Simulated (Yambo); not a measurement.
A G0W0@PBEsol run in Yambo for CaZn$_{2}$As$_{2}$ (space group P-3m1, No. 164) (3×3×2 Γ-centred k mesh, bands 19 to 268 and a 6 Ry block in the screening, 268 bands in G with the Bruneval-Gonze terminator, plasmon pole fitted at 27.2 eV) gives these matrix elements, in eV, at the band edges (Γ → Γ):

```json
[
 {"state": "valence edge", "E0": "0.000", "<Vxc>": "-14.536", "<Σx>": "-17.035", "<Σc(E0)>": "1.603", "Z": "0.794"},
 {"state": "conduction edge", "E0": "0.294", "<Vxc>": "-13.126", "<Σx>": "-8.930", "<Σc(E0)>": "-3.691", "Z": "0.797"}
]
```

**Question.** Solve the linearised quasiparticle equation for both states, give the gap, and say how exchange and correlation each act on it.

**Answer.** E = E0 + Z(Σx + Σc − Vxc). Valence: 0.000 + 0.794 × (-17.035 + (1.603) − (-14.536)) = -0.71 eV. Conduction: 0.294 + 0.797 × (-8.930 + (-3.691) − (-13.126)) = 0.70 eV. The gap is 1.41 eV, against 0.29 eV in PBEsol. Replacing Vxc by bare exchange alone would open it by 6.70 eV; correlation takes back 5.29 eV of that, and Z scales what is left. Nearest settings tried, and what they do to the gap: 192 bands in G: +2 meV; 192 bands in W, 192 bands in G: +42 meV; 2 Ry block (37 vectors against 173): -21 meV; 3×3×1 mesh: -99 meV. So the settings aren't converged at that level. The k mesh is coarse. 

The standard potential for As keeps a d shell in the valence without the s and p states of that shell. In tests on such compounds this moved G0W0 gaps by up to about 0.9 eV, so absolute quasiparticle energies here are unreliable; differences between settings are what counts.

Spin-orbit coupling is included.

Geometry of the Materials Project entry, not relaxed at this level; primitive cell a = b = 4.1486 Å, c = 7.0073 Å, α = β = 90.00°, γ = 120.00°.
